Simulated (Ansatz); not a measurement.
CdSe: from a starting cell to a relaxed one

The start is a relaxed CdSe cell shaken by Gaussian noise of σ = 0.08 Å a coordinate. The cell and all atomic positions are relaxed at zero pressure with r2SCAN (plane waves to 500 eV, PAW, scalar-relativistic; Ansatz, an electronic-structure program). The first steps use a coarse 6×6×2 k-mesh.

Starting cell:
```
CELL_PARAMETERS angstrom
      4.33910     0.00000     0.00000
     -2.16955     3.75777     0.00000
      0.00000     0.00000    14.15758
ATOMIC_POSITIONS crystal
  Cd 0.97471 0.94928 0.00173
  Cd 0.96944 0.99019 0.50416
  Cd 0.65630 0.30477 0.74398
  Cd 0.35273 0.73654 0.25476
  Se 0.02664 0.00015 0.81507
  Se 0.03588 0.00963 0.31318
  Se 0.66981 0.33261 0.55799
  Se 0.32771 0.65805 0.05916
```

- Energy released = 0.065 eV/atom
- Relative to the parent = It relaxes back to the parent, P6₃mc (No. 186)
- Band gap at the end = 1.07 eV (no spin-orbit coupling)
- Optimiser moves = 4

Final values are on a 9×9×3 k-mesh of the relaxed cell. No spin polarisation in the result.

The first start was generated by placing the elements on the sites of a structure type. A measured structure of CdSe has the same space group, P6₃mc (No. 186); the sites were not compared with it.
